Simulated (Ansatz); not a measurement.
The cell below belongs to a search over invented structures; it isn't taken from experiment.

Input and command of a plane-wave DFT calculation in Ansatz:

```yaml
crystal:
  lattice:
    - [3.81208195, 0.0, 0.0]
    - [0.0, 3.81208195, 0.0]
    - [0.0, 0.0, 3.94193969]
  atoms:
    - { symbol: Zn, position: [0.0, 0.5, 0.5] }
    - { symbol: Zn, position: [0.5, 0.0, 0.5] }
    - { symbol: Si, position: [0.0, 0.0, 0.5] }
    - { symbol: "N", position: [0.0, 0.0, 0.0] }
basis:
  ecutwfc: 420
kpoints:
  mp_grid: { grid: [4, 4, 4] }
hamiltonian:
  xc: pbe
scf:
  occupations: { method: gaussian, width: 0.1 }
  lower_state_search: "off"
output:
  forces: true
  stress: true
  eigenvalues: true
relax:
  adjacent_minimum: "off"
  f_tol: 0.04
  max_steps: 70
  cell: { stress_tol: 0.4 }
```

```bash
ansatz run input.yaml --threads 1 --pin off --max-ram 2560MiB --backend cpu --events-out ev --progress --plain --runs-dir out
```

Processor: Intel(R) Xeon(R) Processor @ 2.50GHz (Skylake/Cascade Lake), 1 thread, on a host shared with other jobs.

Estimate time, memory and problem size.

About 2.6 min, peak memory 0.39 GiB. It solves 21 bands at 18 k points (after reduction by symmetry) with about 1819 plane waves (on the last cell), in 110 SCF iterations over 16 ionic steps.
